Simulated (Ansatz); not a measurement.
Nb2CS2:
```yaml
crystal:
  lattice:
    - [3.22367, 0.00000, 0.00000]
    - [-1.61183, 2.79178, 0.00000]
    - [0.00000, 0.00000, 8.44695]
  atoms:
    - { symbol: Nb, position: [0.33333, 0.66667, 0.13994] }
    - { symbol: Nb, position: [0.66667, 0.33333, 0.86006] }
    - { symbol: S, position: [0.33333, 0.66667, 0.66736] }
    - { symbol: S, position: [0.66667, 0.33333, 0.33264] }
    - { symbol: C, position: [0.00000, 0.00000, 0.00000] }
```

Relaxed with LDA. Special points in fractions of this cell's reciprocal vectors: Γ (0.000, 0.000, 0.000); M (0.500, 0.000, 0.000); K (0.333, 0.333, 0.000); A (0.000, 0.000, 0.500); L (0.500, 0.000, 0.500); H (0.333, 0.333, 0.500).

Task: List the band energies nearest the Fermi level at these points for plane-wave PAW LDA (Ansatz code).

Result: In eV from the Fermi level; about four levels below and three above (degenerate sets whole), none deeper than 8.9 eV; points with the same levels are listed once.

| k | below | above |
|---|---|---|
| Γ | -0.83 -0.82 -0.82 -0.51 | 0.08 0.08 1.44 1.44 |
| M | -2.27 -2.24 -2.15 -1.39 | 1.43 2.07 2.73 |
| K | -3.83 -3.83 -3.82 -3.04 -3.04 | 0.45 0.92 0.92 |
| A | -0.80 -0.80 -0.07 -0.07 | 0.20 1.45 1.45 |
| L | -2.48 -2.40 -2.08 -1.12 | 1.35 2.08 2.68 |
| H | -3.97 -3.97 -3.87 -2.93 -2.93 | 0.88 0.88 0.94 |

Space group P-3m1. The workflow started from an entry of the Crystallography Open Database (COD), which files this formula under 2 space groups. Its standing as an ambient phase is unchecked. Symmetry was held in the LDA relaxation; its stability against distortions is not shown here. No spin polarisation was allowed. A crystal of weakly bound layers computed without a dispersion correction: the cell and the soft elastic constants depend strongly on that. Spin–orbit coupling is left out wherever it is not named.

Potentials: the later of the program's two PAW sets.
